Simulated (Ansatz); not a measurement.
An Ansatz (a first-principles code) input:

Ansatz 0.2 input:
```yaml
crystal:
  lattice:
    - [5.6153438847, 0.0, 0.0]
    - [-2.8076719423, 4.8630304551, 0.0]
    - [0.0, 0.0, 5.0738374337]
  atoms:
    - { symbol: Mg, position: [0.6650566317, 0.0, 0.5] }
    - { symbol: Mg, position: [0.3349433683, 0.3349433683, 0.5] }
    - { symbol: Mg, position: [0.0, 0.6650566317, 0.5] }
    - { symbol: Mg, position: [0.0, 0.0, 0.0] }
    - { symbol: Sn, position: [0.3333333333, 0.6666666667, 0.0] }
    - { symbol: Sn, position: [0.6666666667, 0.3333333333, 0.0] }
kpoints:
  mp_grid: { grid: [6, 6, 6] }
  band_path:
    path:
      - [[0.0, 0.0, 0.0], [0.5, 0.0, 0.0], [0.3333333333, 0.3333333333, 0.0], [0.0, 0.0, 0.0], [0.0, 0.0, 0.5], [0.5, 0.0, 0.5], [0.3333333333, 0.3333333333, 0.5], [0.0, 0.0, 0.5]]  # Γ-M-K-Γ-A-L-H-A
      - [[0.5, 0.0, 0.5], [0.5, 0.0, 0.0]]  # L-M
      - [[0.3333333333, 0.3333333333, 0.5], [0.3333333333, 0.3333333333, 0.0]]  # H-K
    npoints: 8
basis: { xc_grid: 2 }
hamiltonian:
  xc: pbesol
  pseudopotentials: { kind: paw }
magnetization: { noncollinear: true, spin_orbit: true }
scf:
  n_extra_bands: 12
  convergence: { dr2_threshold: 0.0000000001 }
  occupations: { method: gaussian, width: 0.05 }
output: { eigenvalues: true }
```

**Question.** How many symmetry operations and irreducible k-points will the run report?

**Answer.** 12 operations, 28 of 216 k-points.

**Question.** With a cutoff of 420 eV, how many plane waves at Γ?

**Answer.** 2765.

It took roughly 2.9 core-minutes on shared server cores.

Space group P-62m. The first step of the workflow began from a Materials Project structure, measured or hypothetical; the Crystallography Open Database copy checked does not list it. COD files the formula under space group No. 225, 227, so this cell is another polymorph or a model. With Mg and Sn taken as one species the cell has the higher symmetry P6_3/mmc, so it may be an ordered model of a mixed-site phase. Whether it is the stable phase at ambient conditions was not checked. The PBEsol relaxation kept the symmetry of its start; of distortions, only those at the zone centre were tested.

Potentials: the later of the program's two PAW sets.

Ansatz is a plane-wave DFT program.
